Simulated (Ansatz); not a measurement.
# Mg2C3: ²⁵Mg NMR of the central transition

Cell: a structure deposited in the COD, its atoms then relaxed with PBE in this cell.

```yaml
crystal:
  lattice:
    - [2.41550, -2.35000, 0.00000]
    - [2.41550, 2.35000, 0.00000]
    - [-1.22707, 0.00000, 4.83328]
  atoms:
    - { symbol: Mg, position: [0.80962, 0.80962, 0.19943] }
    - { symbol: Mg, position: [0.19038, 0.19038, 0.80057] }
    - { symbol: C, position: [0.30006, 0.30006, 0.26310] }
    - { symbol: C, position: [0.69994, 0.69994, 0.73690] }
    - { symbol: C, position: [0.50000, 0.50000, 0.50000] }
```

Atoms are numbered from 1 in the order listed; like atoms form one site, named after its first atom.

Level of theory: DFT, r2SCAN, plane waves and PAW, scalar-relativistic, 500 eV cutoff, Γ-centred 9×9×6 k-points, Fermi–Dirac smearing 0.05 eV (Ansatz 0.2.0).

²⁵Mg has I = 5/2 and Q = 199.4 mb (Pyykkö 2018); at 14.1 T its Larmor frequency is ν₀ = 36.8 MHz. Only the quadrupole interaction is simulated: positions count from each site's isotropic chemical shift, and shift anisotropy, dipolar and J coupling are left out.

Simulated pattern of one Mg site (static powder, Gaussian broadening 0.3 kHz):

offset (kHz), height and a bar:
```
   -10.38          0 
    -9.68         13 ####
    -8.98         38 ###########
    -8.29         40 ############
    -7.59         42 #############
    -6.89         44 #############
    -6.19         48 ##############
    -5.49         51 ###############
    -4.80         57 #################
    -4.10         64 ###################
    -3.40         79 ########################
    -2.70         96 #############################
    -2.00         75 ######################
    -1.31         69 #####################
    -0.61         67 ####################
     0.09         67 ####################
     0.79         58 #################
     1.49         70 #####################
     2.19        100 ##############################
     2.88         48 ##############
     3.58         39 ############
     4.28         35 ###########
     4.98         12 ###
     5.68          0
```

**Question.** Which |C_Q| and η does the pattern imply?

**Answer.** The pattern spans 14.4 kHz before broadening and its centre of gravity is at -2.05 kHz, which fixes P_Q; the places of the horns and steps fix η. That gives P_Q = 3.54 MHz, |C_Q| = 3.38 MHz and η = 0.54. The sign of C_Q can't be read from the pattern.

The largest force is 0.3 eV/Å, so the atoms aren't at the calculated equilibrium and relaxing them would move these values.

The run took 29 s of wall time (29 s of CPU time) and 0.52 GiB at its peak, on 1 thread of Arm Neoverse V2 (aarch64; 28 cores open to the job, memory cap 3.0 GiB, no GPU), a shared host with a load of 1.0 a core.
